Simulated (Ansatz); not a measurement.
CaI$_{2}$ (CdI2 type, P-3m1), r²SCAN+D4 in the plane-wave PAW code Ansatz. The conduction-band minimum lies at M, with 3 equivalent valleys. Second derivatives d²E/dk² of the lowest band at one valley (eV·Å²), along Cartesian directions:

```json
[
 {"direction": "[100]", "d²E/dk²": "21.98"},
 {"direction": "[010]", "d²E/dk²": "5.686"},
 {"direction": "[001]", "d²E/dk²": "2.761"},
 {"direction": "[110]", "d²E/dk²": "13.84"},
 {"direction": "[101]", "d²E/dk²": "12.37"},
 {"direction": "[011]", "d²E/dk²": "3.030"}
]
```

Question: Find the principal effective masses, the density-of-states mass and the conductivity mass.

Answer: Off-diagonal terms follow from H_xy = H[110] − (H_xx + H_yy)/2, and m*/mₑ = 7.620 eV·Å² over each eigenvalue: 0.35, 1.2, 3.3. One valley's DOS mass (m₁m₂m₃)^(1/3) = 1.1, conductivity mass 3/(Σ 1/mᵢ) = 0.75 mₑ.

Question: What effective density of states Nc follows at 300 K for parabolic valleys?

Answer: Nc = 2.509e19 × 3 × (1.1)^(3/2) ≈ 8.7e19 cm⁻³.

Question: With the computed static dielectric constant 5.55 (mean of the diagonal), estimate a hydrogenic donor's binding energy and radius.

Answer: E = 13.606 eV × 0.75/5.55² ≈ 330 meV; a = 0.529 Å × ε/m* ≈ 3.9 Å. Semilocal masses tend to be too small where the gap is.

The workflow started from a Materials Project entry (that database holds measured and hypothetical structures alike); the Crystallography Open Database files this formula in space group No. 164, but the cells were not matched. Its standing as an ambient phase is unchecked. Symmetry was held in the r²SCAN+D4 relaxation; phonons on a q-mesh show no instability. Scalar-relativistic: spin–orbit coupling is off unless named, which matters more the heavier the elements.

Potentials: the later of the program's two PAW sets.
